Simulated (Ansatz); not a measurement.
The calculation used DFT PBE, scalar-relativistic, plane waves, PAW (Ansatz 0.2.0). All cells share a 420 eV cutoff and Γ-centred k meshes spaced at most about 0.3 Å⁻¹ (about 0.25 or finer for metals, 2π included). No spin polarisation in the final relaxations.

Temperature and zero-point effects are left out.

Compare these two cells of Ga₂SnSe₃, each relaxed at this level.

A.

```xyz
6
Lattice="4.0332 0.0000 0.0000 0.0000 4.0332 0.0000 0.0000 0.0000 8.6428" Properties=species:S:1:pos:R:3 pbc="T T T"
Ga    0.0000    0.0000    7.8052
Ga    2.0166    2.0166    5.2445
Sn    2.0166    2.0166    2.2755
Se    0.0000    0.0000    5.2534
Se    0.0000    0.0000    1.7893
Se    2.0166    2.0166    7.8819
```

B.

```xyz
6
Lattice="5.1440 0.0000 0.0000 -2.5720 4.4548 0.0000 0.0000 0.0000 8.4904" Properties=species:S:1:pos:R:3 pbc="T T T"
Ga    2.5720    1.4849    4.2452
Ga    0.0000    2.9699    0.0000
Sn    2.5720    1.4849    0.0000
Se    0.0000    0.0000    3.0546
Se    0.0000    0.0000    5.4357
Se    0.0000    0.0000    0.0000
```

Question: Which would you expect to be lower, and how large is the difference?

Answer: A is lower, by 0.55 eV/atom. A has space group P4mm (No. 99), 23.4 Å³/atom and no gap on its mesh; B has space group P-6m2 (No. 187), 32.4 Å³/atom and no gap. Counting Se atoms around Ga and Sn (those within 1.25 times the shortest such distance or 1.15 times the sum of covalent radii, 1.27 where that leaves under three; the shortest distance is added where it exceeds 1.18 times the sum of covalent radii; a slash parts the counts of unlike sites), A has Ga 5/6, Sn 5 and B has Ga 3 from 3.0 Å/6 from 3.2 Å, Sn 3. B holds Se–Se pairs (shortest 2.38 Å); in A the shortest Se–Se distance is 3.46 Å. In A, Ga on its first site is surrounded by 2 Se at 2.55–2.63 Å and 4 Se at 2.85 Å; Sn has 5 Se at 2.89–3.04 Å and 1 Ga at 2.97 Å; around Se on its first site lie 1 Ga at 2.55 Å and 4 Ga at 2.85 Å; 3 more sites not described. In B, Ga on its first site has 6 Se at 3.20 Å; around Sn lie 3 Ga at 2.97 Å and 3 Se at 2.97 Å; Se on a site of symmetry 3m has 1 Se at 2.38 Å, 1 Se at 3.05 Å and 3 Ga at 3.20 Å; 2 more sites not described. Both come from invented guesses.

No dispersion correction is applied, so the spacing and binding between layers, chains or molecules are poorly described (P-6m2), and this can change margins and order among such cells. Cells relaxed within their symmetry can be saddle points.
